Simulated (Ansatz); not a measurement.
SiC:
```
CELL_PARAMETERS angstrom
      5.81410     0.00000     0.00000
      0.00000     3.12515     0.00000
      0.00000     0.00000     5.18905
ATOMIC_POSITIONS crystal
  Si 0.15937 0.25000 0.40411
  Si 0.34063 0.75000 0.90411
  Si 0.84063 0.75000 0.59589
  Si 0.65937 0.25000 0.09589
  C  0.82462 0.25000 0.39609
  C  0.67538 0.75000 0.89609
  C  0.17538 0.75000 0.60391
  C  0.32462 0.25000 0.10391
```

Tensor components refer to the Cartesian frame of this cell.

### Question
Give the high-frequency dielectric tensor and the Born effective charge tensors of the independent atoms from DFPT, the program Ansatz at the PBEsol level (PAW).

### Answer

ε∞:
```
6.34  0.00  0.00
0.00  6.62  0.00
0.00  0.00  6.33
```
Z* of atom 1 (Si), rows: field, columns: displacement, in e:
```
 2.62   0.00  -0.99
 0.00   2.81   0.00
-0.76   0.00   2.59
```
Z* of atom 5 (C), rows: field, columns: displacement, in e:
```
-2.62   0.00  -0.35
 0.00  -2.81   0.00
-0.46   0.00  -2.59
```

Space group Pnma. The start of the workflow was typed in or built on a structure type; neither database checked (COD, Materials Project) lists it. It is not the phase usual at ambient conditions (space group No. 186, 216). Symmetry was held in the PBEsol relaxation; its stability against distortions is not shown here.

Potentials: the later of the program's two PAW sets.
